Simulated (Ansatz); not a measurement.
Input and output of a relaxation of cell and atoms on an ordered 8-atom cell of Ga₄AsP₃ on the zincblende lattice (R3m) (Ansatz 0.2.0, PBE). It starts from a guessed cell.

Input (YAML):
```yaml
crystal:
  lattice:
    - [1.8665315964, 1.0776425196, 12.1921333333]
    - [-1.8665315964, 1.0776425196, 12.1921333333]
    - [0.0, -2.1552850393, 12.1921333333]
  atoms:
    - { symbol: P, position: [0.0, 0.0, 0.0] }
    - { symbol: P, position: [0.75, 0.75, 0.75] }
    - { symbol: P, position: [0.5, 0.5, 0.5] }
    - { symbol: As, position: [0.25, 0.25, 0.25] }
    - { symbol: Ga, position: [0.6875, 0.6875, 0.6875] }
    - { symbol: Ga, position: [0.4375, 0.4375, 0.4375] }
    - { symbol: Ga, position: [0.1875, 0.1875, 0.1875] }
    - { symbol: Ga, position: [0.9375, 0.9375, 0.9375] }
kpoints:
  mp_grid: { grid: [8, 8, 8] }
hamiltonian:
  xc: pbe
scf:
  occupations: { method: fermi_dirac, width: 0.02 }
relax:
  f_tol: 0.005
  cell: {}
output:
  write_density: true
  write_potential: true
  elf: true
  volumetric_format: npy
```

Command: `ansatz run input.yaml --threads 4 --pin off --max-ram 6451MiB --backend cpu --events-out ev --progress --plain --runs-dir out`. Wall time 2.1 min on 4 threads of Arm Neoverse V2 (shared host), load about 0.7 per core; peak host memory 0.79 GiB.

**Question.** Predict the output.

**Answer.** Abridged output:
```
Functional definition: PBE
Crystal: 8 atoms, lattice volume = 147.143 Å³
Basis set: ecut = 420 eV, 2885 PW (Γ), FFT grids on a1−a2, a2, −a2+a3
Bands: 50, of which v1, the nominal top of the filled ones, is band 41 counted from 1 (40 counted from 0)
Symmetry: 6 space group operations
Space group: R3m (ITA 160)
k-points: 65 of 512 (time reversal used)
SCF iter   1: HF=-22257.285674 eV  Δρ=1.44e-3  dr2=5.78e-3
SCF iter   2: HF=-22257.282517 eV  Δρ=8.11e-4  dr2=1.09e-3
SCF iter   3: HF=-22257.282514 eV  Δρ=2.27e-4  dr2=1.58e-4
SCF iter   4: HF=-22257.282536 eV  Δρ=1.02e-4  dr2=2.29e-5
SCF iter   5: HF=-22257.282556 eV  Δρ=6.05e-5  dr2=4.78e-6
SCF iter   6: HF=-22257.282561 eV  Δρ=1.79e-5  dr2=5.22e-7
SCF iter   7: HF=-22257.282561 eV  Δρ=5.43e-6  dr2=4.60e-8
SCF 1 converged in 7 iterations: F = -22257.282562 eV  dr2 = 4.60e-8
relax step 1: F+E_penalty+E_count = -22257.28256151 eV  max|allowed force component| = 9.405e-1 eV/Å  Δτ_max = 0.0000 Å  P = +16.550 GPa  Ω = 147.143 Å³
SCF 2 converged in 8 iterations: F = -22258.360912 eV  dr2 = 1.76e-7
relax step 2: F+E_penalty+E_count = -22258.36091207 eV  max|allowed force component| = 1.279e-1 eV/Å  Δτ_max = 0.0721 Å  P = +4.005 GPa  Ω = 163.961 Å³
SCF 3 converged in 7 iterations: F = -22258.453868 eV  dr2 = 7.82e-8
relax step 3: F+E_penalty+E_count = -22258.45386779 eV  max|allowed force component| = 5.633e-2 eV/Å  Δτ_max = 0.0183 Å  P = +0.789 GPa  Ω = 170.375 Å³
SCF 4 converged in 5 iterations: F = -22258.458367 eV  dr2 = 7.05e-7
relax step 4: F+E_penalty+E_count = -22258.45836677 eV  max|allowed force component| = 1.637e-2 eV/Å  Δτ_max = 0.0078 Å  P = +0.048 GPa  Ω = 172.045 Å³
SCF 5 converged in 5 iterations: F = -22258.458402 eV  dr2 = 1.64e-8
relax step 5: F+E_penalty+E_count = -22258.45840234 eV  max|allowed force component| = 4.135e-3 eV/Å  Δτ_max = 0.0019 Å  P = -0.004 GPa  Ω = 172.169 Å³
SCF 6 converged in 8 iterations: F = -22258.470131 eV  dr2 = 2.04e-11
relax step 6: F+E_penalty+E_count = -22258.47013107 eV  max|allowed force component| = 4.236e-3 eV/Å  Δτ_max = 0.0000 Å  P = +0.077 GPa  Ω = 172.169 Å³  (SCF on a basis re-selected at this cell)
SCF 7 converged in 5 iterations: F = -22258.470137 eV  dr2 = 3.48e-9
relax step 7: F+E_penalty+E_count = -22258.47013718 eV  max|allowed force component| = 1.151e-3 eV/Å  Δτ_max = 0.0005 Å  P = +0.002 GPa  Ω = 172.348 Å³
SCF 8 converged in 7 iterations: F = -22258.470180 eV  dr2 = 9.55e-12
relax step 8: F+E_penalty+E_count = -22258.47018009 eV  max|allowed force component| = 1.149e-3 eV/Å  Δτ_max = 0.0000 Å  P = +0.002 GPa  Ω = 172.348 Å³  (SCF on a basis re-selected at this cell)
Free energy (F): -22258.470180 eV
Fermi energy:    7.639303 eV
--- Forces (eV/Å), atoms counted from 1 ---
  atom   1  P       0.00000      0.00000      0.00077
  atom   2  P       0.00000      0.00000      0.00086
  atom   3  P       0.00000      0.00000      0.00006
  atom   4  As      0.00000      0.00000    -0.00115
  atom   5  Ga      0.00000      0.00000    -0.00049
  atom   6  Ga      0.00000      0.00000    -0.00092
  atom   7  Ga      0.00000      0.00000      0.00034
  atom   8  Ga      0.00000      0.00000      0.00053
--- Stress (GPa, compression-positive) ---
        0.000685       0.000000       0.000000
        0.000000       0.000685       0.000000
        0.000000       0.000000       0.004605
  P = ⅓ Tr σ = 0.0020 GPa (0.020 kbar)
--- Relaxed structure (6 steps of the walk, 6 accepted, 2 SCFs on fresh bases) ---
  F+E_penalty+E_count = -22258.47018009 eV   max|allowed force component| = 1.149e-3 eV/Å
  cell:  # Å, volume = 172.3485 Å³
    - [1.967340, 1.135844, 12.854590]
    - [-1.967340, 1.135844, 12.854590]
    - [0.000000, -2.271688, 12.854590]
  atoms:
    - { symbol: P, position: [0.001235, 0.001235, 0.001235] }
    - { symbol: P, position: [0.750013, 0.750013, 0.750013] }
    - { symbol: P, position: [0.498804, 0.498804, 0.498804] }
    - { symbol: As, position: [0.249890, 0.249890, 0.249890] }
    - { symbol: Ga, position: [0.688106, 0.688106, 0.688106] }
    - { symbol: Ga, position: [0.436880, 0.436880, 0.436880] }
    - { symbol: Ga, position: [0.185599, 0.185599, 0.185599] }
    - { symbol: Ga, position: [0.939474, 0.939474, 0.939474] }
```
The trailing digits, and the zero of the energies, depend on the potentials and thresholds.

Planar averages along the third cell vector, from rho_z.tsv and v_z.tsv (valence density with its augmentation; electrostatic potential energy of an electron, of which only differences have a meaning):
```
z (Å)  ρ (e/Å³)  v_es (eV)
 0.00     0.423       3.66
 0.48     0.352       3.59
 0.97     0.355       3.72
 1.45     0.450       4.08
 2.42     0.727       5.10
 2.90     0.748       5.40
 3.38     0.674       5.41
 3.87     0.568       5.17
 4.35     0.498       4.77
 4.83     0.495       4.35
 5.32     0.532       4.01
 5.80     0.532       3.80
 6.77     0.369       3.67
 7.25     0.322       3.64
 7.74     0.347       3.62
 8.22     0.428       3.68
 8.70     0.507       3.80
 9.19     0.512       3.89
 9.67     0.438       3.88
10.15     0.352       3.80
11.12     0.361       3.65
11.60     0.449       3.68
12.09     0.518       3.75
12.57     0.504       3.75
```

In 6 steps the volume changed by +17.1 %; between the first SCF and the last, each on a basis chosen for its cell, the energy fell by 148 meV an atom. Final cell: the symmetry is R3m (No. 160, trigonal); a = 3.935 Å, c = 38.564 Å in the conventional setting, 21.54 Å³ an atom. Around P lie 4 Ga at 2.38–2.40 Å; around P lie 4 Ga at 2.39–2.40 Å; around As lie 4 Ga at 2.44–2.48 Å; around Ga lie 4 P at 2.39–2.40 Å; around Ga lie 3 P at 2.40 Å and 1 As at 2.48 Å; around Ga lie 1 P at 2.38 Å and 3 As at 2.44 Å.

No spin polarisation. The prototype was imposed, so other structures may be more stable.
